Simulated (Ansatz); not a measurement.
FeSb$_{2}$:
```
FeSb2
1.0
    5.77386     0.00000     0.00000
    0.00000     6.43124     0.00000
    0.00000     0.00000     3.11643
Fe Sb
2 4
Direct
  0.00000   0.00000   0.00000
  0.50000   0.50000   0.50000
  0.19071   0.35349   0.00000
  0.80929   0.64651   0.00000
  0.69071   0.14651   0.50000
  0.30929   0.85349   0.50000
```

Relaxed with PBEsol. Special points in fractions of this cell's reciprocal vectors: Γ (0.000, 0.000, 0.000); X (0.500, 0.000, 0.000); S (0.500, 0.500, 0.000); Y (0.000, 0.500, 0.000); Z (0.000, 0.000, 0.500); U (0.500, 0.000, 0.500); R (0.500, 0.500, 0.500); T (0.000, 0.500, 0.500).

Problem. List the band energies nearest the Fermi level at these points for PBEsol in the plane-wave PAW code Ansatz.

Solution. In eV from the Fermi level; about four levels below and three above (degenerate sets whole), none deeper than 8.9 eV; points with the same levels are listed once.

| k | below | above |
|---|---|---|
| Γ | -0.64 -0.36 -0.33 -0.24 | 1.12 2.44 3.88 |
| X | -0.48 -0.48 -0.39 -0.39 | 2.66 2.66 3.56 3.56 |
| S | -1.11 -1.11 -0.35 -0.35 | 1.05 1.05 3.20 3.20 |
| Y | -0.42 -0.42 -0.27 -0.27 | 2.09 2.09 2.63 2.63 |
| Z | -1.05 -1.05 -0.37 -0.37 | 0.23 0.23 1.49 1.49 |
| U | -0.93 -0.93 -0.41 -0.41 | 0.38 0.38 1.28 1.28 |
| R | -1.10 -1.10 -0.94 -0.94 | 0.15 0.15 0.21 0.21 |
| T | -1.01 -1.01 -0.50 -0.50 | 0.17 0.17 0.74 0.74 |

Space group Pnnm. The first step of the workflow began from a Materials Project structure, measured or hypothetical; the Crystallography Open Database files this formula in space group No. 58, but the cells were not matched. Its standing as an ambient phase is unchecked. Symmetry was held in the PBEsol relaxation; of distortions, only those at the zone centre were tested. The workflow began spin-polarised and lost its moments. Spin–orbit coupling is left out wherever it is not named.

Potentials: the later of the program's two PAW sets.
